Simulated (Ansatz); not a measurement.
According to plane-wave PAW PBEsol (Ansatz code), SnC in the wurtzite structure (P6_3mc) relaxes to a = 3.553 Å, c = 5.818 Å. Sn has 4 nearest neighbours from 2.18 Å (tetrahedral); C has 4 nearest neighbours from 2.18 Å (tetrahedral). Its formation energy from the elements is 0.77 eV/atom, with no fitted shifts.

The Kohn–Sham gap is 0.97 eV (direct). The valence maximum lies at Γ and the conduction minimum at Γ. Electrons at the band edge weigh 0.087, 0.10, 0.10 mₑ (principal values).

Perturbation theory gives ε∞ = 9.66 (xx = yy), 10.1 (zz). Born charges are Sn +2.86, C -2.86 e.

The start of the workflow was typed in or built on a structure type; neither database checked (COD, Materials Project) lists it. Its standing as an ambient phase is unchecked. Symmetry was held in the PBEsol relaxation; its stability against distortions is not shown here. Its formation energy is positive at this level, so the cell may be metastable or incomplete. The references are the lowest solids computed at this level, not always the standard phases. Spin–orbit coupling is left out wherever it is not named.

Potentials: the later of the program's two PAW sets.
